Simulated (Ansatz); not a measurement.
# ZnAg (Pm-3m), stationary points along a deformation path

All numbers below come from DFT LDA, scalar-relativistic, plane waves, PAW in Ansatz 0.2.0. Settings: plane waves to 420 eV, k-mesh 16×16×16 (Γ-centred), Gaussian smearing 0.15 eV. No spin polarisation. Energies are free energies at this smearing, counted from the undisturbed cell; pressure is positive in compression.

Zero of the scan (as given, not relaxed at this level; it stands at -8.2 GPa, and it needn't be the usual structure):

```yaml
crystal:
  lattice:
    - [3.15600, 0.00000, 0.00000]
    - [0.00000, 3.15600, 0.00000]
    - [0.00000, 0.00000, 3.15600]
  atoms:
    - { symbol: Zn, position: [0.50000, 0.50000, 0.50000] }
    - { symbol: Ag, position: [0.00000, 0.00000, 0.00000] }
```

At fixed volume and fractional coordinates, lengths along (0.000, 0.000, 1.000) are scaled against those across it; ρ is that ratio over its starting value. V = 15.717 Å³/atom. Δσ is the stress along the axis less the mean stress across it (compression positive).

```csv
ρ,ΔE (meV/atom),Δσ (GPa),space group
0.707,180.7,26.76,P4/mmm
0.780,62.2,12.57,P4/mmm
0.850,15.7,4.11,P4/mmm
1.000,0.0,0.00,Pm-3m
1.200,0.6,-0.48,P4/mmm
1.414,11.3,-2.01,P4/mmm
```

Problem. How does the stress give the slope of the energy, and where is the energy stationary?

Solution. Along the path d ln(length) is 2/3 d ln ρ on the axis and −1/3 d ln ρ across it, so dE/d ln ρ = −(2/3) V Δσ: the energy falls with ρ where Δσ is positive. Δσ vanishes or changes sign at ρ = 1.000 (Pm-3m), a minimum at 0.0 meV/atom. Pairs of stationary points between two samples would go unseen, and could change a minimum read from distant neighbours into a maximum. At ρ = 1.000 the cell is cubic, where symmetry alone makes the stress isotropic and the slope zero.

In a metal these slopes depend on the k mesh and the smearing.